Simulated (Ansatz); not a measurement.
TlF:
```
CELL_PARAMETERS angstrom
      3.68738     0.00000     0.00000
      0.00000     3.68738     0.00000
      0.00000     0.00000     6.20542
ATOMIC_POSITIONS crystal
  Tl 0.00000 0.50000 0.74440
  Tl 0.50000 0.00000 0.25560
  F  0.50000 0.00000 0.86484
  F  0.00000 0.50000 0.13516
```

Relaxed with r²SCAN+D4.

Task: Map the electron localisation function on the plane through (0.000, 0.500, 0.744) spanned by u = [0, 0, 1] and v = [1, 1, 0] in lattice vectors, from the program Ansatz at the r²SCAN+D4 level (PAW).

Result: x is the fraction of u, y of v (the angle between them is 90°; rows are the nearest grid lines); atoms in the plane: Tl at (0.00, 0.00), Tl at (0.51, 0.50), F at (0.12, 0.50), F at (0.39, 0.00).
```
|00024311799756999630001565552000|
|00034311699878998620001465553000|
|00244311599999998510001455554200|
|33454211379999985200000355555433|
|44432100023443210000000024554554|
|32110000000000001122210001344433|
|10000000000001123344431000122211|
|01234431000123444554553100000000|
|24788874101234555555555310000012|
|68999997311345433345555520000136|
|89999998411344200024555531000258|
|99977899611342000013555641000369|
|99977899611342000013555641000369|
|89999998411344200024555531000258|
|68999997311345433345555520000136|
|24788874101234555555555310000012|
|01234431000123444554553100000000|
|10000000000001123344431000122211|
|32110000000000001122210001344433|
|44432100023443210000000024554554|
|33454211379999985200000355555433|
|00244311599999998510001455554200|
|00034311699878998620001465553000|
|00024311799756999630001565552000|
```
Scale: ten equal steps from 0.001 (start of '0') to 0.815 (end of '9'), in the order '0123456789'; x runs from 0.000 to 1.00, y from 0.000 (bottom) to 1.00 (top).

The density is the valence pseudo-density with augmentation charge, so density and ELF within about 1 Å of a nucleus are not all-electron values.

Space group P4/nmm. The workflow started from a Materials Project entry (that database holds measured and hypothetical structures alike); the Crystallography Open Database files this formula in space group No. 129, but the cells were not matched. Whether it is the stable phase at ambient conditions was not checked. The cell was relaxed with r²SCAN+D4 under the symmetry of its start; whether a distortion lowers the energy is not shown. Spin–orbit coupling is left out wherever it is not named.

Potentials: the later of the program's two PAW sets.
